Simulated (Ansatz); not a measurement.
Computed with DFT, PBEsol, plane waves (420 eV) with PAW, scalar-relativistic in Ansatz. The PAW files were generated under PBE, with cores re-solved for the functional.

An element in the diamond structure gives this curve. The cell is scaled uniformly from the relaxed one, with fractional coordinates and shape fixed. Energies are extrapolated to zero smearing, pressures are those at the given smearing. Magnetic state: spin not included.

```tsv
V (Å³/atom)	E − E₀ (meV/atom)	P (GPa)
18.325	261.0	37.95
19.158	106.2	22.39
19.991	24.0	9.93
20.824	-0.1	-0.05
21.657	22.4	-8.03
22.490	82.0	-14.40
23.323	171.3	-19.46
```

**Question.** Which element is it?
A. germanium
B. molybdenum
C. osmium
D. zinc

**Answer.** C. Its fit is V₀ = 20.81 Å³/atom, B₀ = 223 GPa, B₀′ = 4.6.
